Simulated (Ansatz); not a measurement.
Given:

BaTiO3:
```yaml
crystal:
  lattice:
    - [3.95548, 0.00000, 0.00000]
    - [0.00000, 3.95548, 0.00000]
    - [0.00000, 0.00000, 4.04600]
  atoms:
    - { symbol: Ba, position: [0.50000, 0.50000, 0.58272] }
    - { symbol: Ti, position: [0.00000, 0.00000, 0.09791] }
    - { symbol: O, position: [0.00000, 0.50000, 0.06335] }
    - { symbol: O, position: [0.50000, 0.00000, 0.06335] }
    - { symbol: O, position: [0.00000, 0.00000, 0.55266] }
```

This is the PBEsol-relaxed structure.

Question: All from DFT-PBEsol in the program Ansatz with PAW potentials, unless another level is named. Predict the Born charges (a third of the trace).

Answer: Ba +2.79, Ti +6.60, O -3.24 to -2.91 e.

Question: Predict the largest static χ(2) component.

Answer: 30 pm/V.

Question: Give the electronic dielectric constant ε∞ (DFPT).

Answer: 6.44 (xx = yy), 5.73 (zz).

Space group P4mm. The cell was relaxed with PBEsol under the symmetry of its start. No spin polarisation was allowed. Scalar-relativistic: spin–orbit coupling is off unless named, which matters more the heavier the elements.

Potentials: the earlier of the program's two PAW sets. The files were generated under PBE; for other functionals the program regenerates the frozen cores, and for LDA and PBEsol the local potential too.
